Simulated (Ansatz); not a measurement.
YNiGe2:
```
CELL_PARAMETERS angstrom
      2.04861    -8.32320     0.00000
      2.04861     8.32320     0.00000
      0.00000     0.00000     4.12578
ATOMIC_POSITIONS crystal
  Y  0.89214 0.10786 0.25000
  Y  0.10786 0.89214 0.75000
  Ni 0.67918 0.32082 0.25000
  Ni 0.32082 0.67918 0.75000
  Ge 0.54196 0.45804 0.25000
  Ge 0.45804 0.54196 0.75000
  Ge 0.25087 0.74913 0.25000
  Ge 0.74913 0.25087 0.75000
```

Relaxed with r²SCAN. Special points in fractions of this cell's reciprocal vectors: Γ (0.000, 0.000, 0.000); Y (-0.500, 0.500, 0.000); C0 (-0.265, 0.735, 0.000); Σ0 (0.265, 0.265, 0.000); Z (0.000, 0.000, 0.500); A0 (0.265, 0.265, 0.500); E0 (-0.265, 0.735, 0.500); T (-0.500, 0.500, 0.500); S (0.000, 0.500, 0.000); R (0.000, 0.500, 0.500).

Question: List the band energies nearest the Fermi level at these points for r²SCAN in the plane-wave PAW code Ansatz.

Answer: In eV from the Fermi level; about four levels below and three above (degenerate sets whole), none deeper than 8.9 eV; points with the same levels are listed once.

```tsv
k	below	above
Γ	-1.31 -1.07 -0.21 -0.09	0.18 1.60 2.20
Y	-1.29 -1.05 -0.89 -0.18	0.30 0.83 1.69
C0	-1.97 -1.74 -0.93 -0.26	0.06 0.21 0.67
Z	-1.39 -1.39 -0.52 -0.52	0.24 0.24 1.37 1.37
A0	-1.88 -1.88 -1.79 -1.79	2.43 2.43 3.81 3.81
T	-1.50 -1.50 -1.35 -1.35	0.61 0.61 1.21 1.21
S	-2.02 -1.43 -0.97 -0.81	0.11 0.51 0.86
R	-1.90 -1.90 -1.77 -1.77	2.45 2.45 3.90 3.90
```

Space group Cmcm. The first step of the workflow began from a Materials Project structure, measured or hypothetical; the Crystallography Open Database copy checked does not list it. Its standing as an ambient phase is unchecked. Symmetry was held in the r²SCAN relaxation; whether a distortion lowers the energy is not shown. No spin polarisation was allowed. Spin–orbit coupling is left out wherever it is not named.

Potentials: the later of the program's two PAW sets.
